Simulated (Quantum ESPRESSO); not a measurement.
## Al2GaInAs4 (input and log of a self-consistent run)

Computed values, not a measurement. The program is pw.x of Quantum ESPRESSO 7.5 (plane-wave density functional theory). The cell is made up: 8 atoms on a zincblende/diamond lattice, with randomly drawn elements, strain and displacements, not relaxed. PseudoDojo standard norm-conserving files (v0.5 for PBE, v0.4.1 for LDA and PBEsol) set the functional; there is no spin polarisation, spin-orbit coupling or dispersion term, and the masses in the input are unused placeholders.

Input:

```
&control calculation='scf', pseudo_dir='./dojo.nc.sr.pbe.v0_5.standard.upf', outdir='./o', disk_io='medium', tprnfor=.true., tstress=.true. /
&system ibrav=0, nat=8, ntyp=4, nbnd=52, ecutwfc=84.00895049, nosym=.true., tot_charge=0,
 occupations='smearing', smearing='fd', degauss=0.0018374661
/
&electrons conv_thr=7.350e-09, electron_maxstep=60, /
ATOMIC_SPECIES
Al 1.0 Al.upf
As 1.0 As.upf
Ga 1.0 Ga.upf
In 1.0 In.upf
CELL_PARAMETERS angstrom
5.8236 0.057 -0.0329
0.057 5.8939 0.0571
-0.0329 0.0571 5.8544
ATOMIC_POSITIONS angstrom
Al 0.0801 0.0669 -0.0882
Ga -0.0503 3.0077 2.9482
Al 2.843 0.0171 2.9302
In 3.0042 3.0638 0.0308
As 1.4515 1.4992 1.412
As 1.4501 4.4662 4.535
As 4.3881 1.5969 4.3438
As 4.4327 4.4357 1.5035
K_POINTS automatic
4 4 4 1 1 1
```

The log is shortened where brackets say so; the opening notice, blank lines, dates and the lines on written files are dropped, and the path of the files is cut. It prints rydbergs, bohrs and kilobars, and counts compression as positive stress.

```
     Program PWSCF v.7.5
     Parallel version (MPI & OpenMP), running on       1 processor cores
     Number of MPI processes:                 1
     Threads/MPI process:                     1
     [start-up lines left out]
     bravais-lattice index     =            0
     lattice parameter (alat)  =      11.0057  a.u.
     unit-cell volume          =    1355.7415 (a.u.)^3
     number of atoms/cell      =            8
     number of atomic types    =            4
     number of electrons       =        92.00
     number of Kohn-Sham states=           52
     kinetic-energy cutoff     =      84.0090  Ry
     charge density cutoff     =     336.0358  Ry
     scf convergence threshold =      7.3E-09
     mixing beta               =       0.7000
     number of iterations used =            8  plain     mixing
     Exchange-correlation= PBE
                           (   1   4   3   4   0   0   0)
     [axes and pseudopotential details left out]
   Cartesian axes
     site n.     atom                  positions (alat units)
         1        Al     tau(   1) = (   0.0137535   0.0114870  -0.0151443  )
         2        Ga     tau(   2) = (  -0.0086367   0.5164345   0.5062181  )
         3        Al     tau(   3) = (   0.4881548   0.0029361   0.5031274  )
         4        In     tau(   4) = (   0.5158335   0.5260671   0.0052885  )
         5        As     tau(   5) = (   0.2492285   0.2574188   0.2424462  )
         6        As     tau(   6) = (   0.2489882   0.7668650   0.7786782  )
         7        As     tau(   7) = (   0.7534549   0.2741943   0.7458484  )
         8        As     tau(   8) = (   0.7611129   0.7616280   0.2581572  )
     number of k points=    32  Fermi-Dirac smearing, width (Ry)=  0.0018
                       cart. coord. in units 2pi/alat
        k(    1) = (   0.1245223   0.1211126   0.1238688), wk =   0.0625000
        k(    2) = (   0.1259513   0.1186891   0.3726011), wk =   0.0625000
     [further k points left out]
     Dense  grid:   140997 G-vectors     FFT dimensions: (  72,  72,  72)
     Estimated max dynamical RAM per process >     212.33 MB
     Initial potential from superposition of free atoms
     starting charge      91.9876, renormalised to      92.0000
     Starting wfcs are   62 randomized atomic wfcs
     total cpu time spent up to now is       24.1 secs
     per-process dynamical memory:   117.6 Mb
     Self-consistent Calculation
     iteration #  1     ecut=    84.01 Ry     beta= 0.70
     Davidson diagonalization with overlap
     ethr =  1.00E-02,  avg # of iterations =  3.8
     Threshold (ethr) on eigenvalues was too large:
     Diagonalizing with lowered threshold
     Davidson diagonalization with overlap
     ethr =  2.59E-04,  avg # of iterations =  3.1
     total cpu time spent up to now is      134.1 secs
     total energy              =   -1143.76772383 Ry
     estimated scf accuracy    <       0.24875751 Ry
     iteration #  2     ecut=    84.01 Ry     beta= 0.70
     Davidson diagonalization with overlap
     ethr =  2.70E-04,  avg # of iterations =  2.8
     total cpu time spent up to now is      184.5 secs
     total energy              =   -1143.81498955 Ry
     estimated scf accuracy    <       0.04603110 Ry
     iteration #  3     ecut=    84.01 Ry     beta= 0.70
     Davidson diagonalization with overlap
     ethr =  5.00E-05,  avg # of iterations =  6.4
     total cpu time spent up to now is      253.0 secs
     total energy              =   -1143.82454602 Ry
     estimated scf accuracy    <       0.00384283 Ry
     iteration #  4     ecut=    84.01 Ry     beta= 0.70
     Davidson diagonalization with overlap
     ethr =  4.18E-06,  avg # of iterations =  7.3
     total cpu time spent up to now is      324.8 secs
     total energy              =   -1143.82531088 Ry
     estimated scf accuracy    <       0.00241301 Ry
     iteration #  5     ecut=    84.01 Ry     beta= 0.70
     Davidson diagonalization with overlap
     ethr =  2.62E-06,  avg # of iterations =  3.3
     total cpu time spent up to now is      379.5 secs
     total energy              =   -1143.82574624 Ry
     estimated scf accuracy    <       0.00004664 Ry
     iteration #  6     ecut=    84.01 Ry     beta= 0.70
     Davidson diagonalization with overlap
     ethr =  5.07E-08,  avg # of iterations =  4.0
     total cpu time spent up to now is      456.2 secs
     total energy              =   -1143.82576634 Ry
     estimated scf accuracy    <       0.00001251 Ry
     iteration #  7     ecut=    84.01 Ry     beta= 0.70
     Davidson diagonalization with overlap
     ethr =  1.36E-08,  avg # of iterations =  2.1
     total cpu time spent up to now is      511.8 secs
     total energy              =   -1143.82576851 Ry
     estimated scf accuracy    <       0.00000226 Ry
     iteration #  8     ecut=    84.01 Ry     beta= 0.70
     Davidson diagonalization with overlap
     ethr =  2.46E-09,  avg # of iterations =  2.0
     total cpu time spent up to now is      567.3 secs
     total energy              =   -1143.82576883 Ry
     estimated scf accuracy    <       0.00000017 Ry
     iteration #  9     ecut=    84.01 Ry     beta= 0.70
     Davidson diagonalization with overlap
     ethr =  1.88E-10,  avg # of iterations =  4.4
     total cpu time spent up to now is      641.3 secs
     total energy              =   -1143.82576892 Ry
     estimated scf accuracy    <       0.00000003 Ry
     iteration # 10     ecut=    84.01 Ry     beta= 0.70
     Davidson diagonalization with overlap
     ethr =  2.88E-11,  avg # of iterations =  2.3
     total cpu time spent up to now is      699.7 secs
     total energy              =   -1143.82576892 Ry
     estimated scf accuracy    <          8.0E-09 Ry
     iteration # 11     ecut=    84.01 Ry     beta= 0.70
     Davidson diagonalization with overlap
     ethr =  8.66E-12,  avg # of iterations =  2.4
     total cpu time spent up to now is      755.4 secs
     End of self-consistent calculation
     [lines on levels left out]
!    total energy              =   -1143.82576892 Ry
     estimated scf accuracy    <          1.8E-10 Ry
     smearing contrib. (-TS)   =      -0.00000000 Ry
     internal energy E=F+TS    =   -1143.82576892 Ry
     The total energy is F=E-TS. E is the sum of the following terms:
     one-electron contribution =    -698.50489360 Ry
     hartree contribution      =     396.67788703 Ry
     xc contribution           =    -276.32813732 Ry
     ewald contribution        =    -565.67062503 Ry
     convergence has been achieved in  11 iterations
     Forces acting on atoms (cartesian axes, Ry/au):
     atom    1 type  1   force =    -0.02344367   -0.00409013    0.02881547
     atom    2 type  3   force =     0.03495045   -0.01985627    0.00860126
     atom    3 type  1   force =     0.00838728    0.00539347   -0.00233438
     atom    4 type  4   force =     0.00832994   -0.05501262    0.01092214
     atom    5 type  2   force =    -0.01393678   -0.01484915    0.03694580
     atom    6 type  2   force =    -0.03705757    0.03897620   -0.08018951
     atom    7 type  2   force =    -0.00186616   -0.03619257   -0.02177776
     atom    8 type  2   force =     0.02463650    0.08563106    0.01901696
     Total force =     0.166126     Total SCF correction =     0.000077
     Computing stress (Cartesian axis) and pressure
          total   stress  (Ry/bohr**3)                   (kbar)     P=        9.99
   0.00009813  -0.00011434   0.00015067           14.43      -16.82       22.16
  -0.00011434   0.00004494  -0.00007355          -16.82        6.61      -10.82
   0.00015067  -0.00007355   0.00006075           22.16      -10.82        8.94
     init_run     :     22.43s CPU     23.82s WALL (       1 calls)
     electrons    :    710.14s CPU    731.32s WALL (       1 calls)
     forces       :     11.02s CPU     11.08s WALL (       1 calls)
     stress       :     37.80s CPU     37.94s WALL (       1 calls)
     [timing details left out]
     PWSCF        :  13m 1.87s CPU  13m25.16s WALL
     JOB DONE.
```

In other units: free energy -15562.542 eV for the cell, pressure 1.00 GPa, largest force component 2.202 eV/Å. A rerun of this cell at 1437 eV and a 6 x 6 x 6 mesh moved values by no more than 0.012 eV in energy, 0.02 GPa in stress and 0.002 eV/Å in force.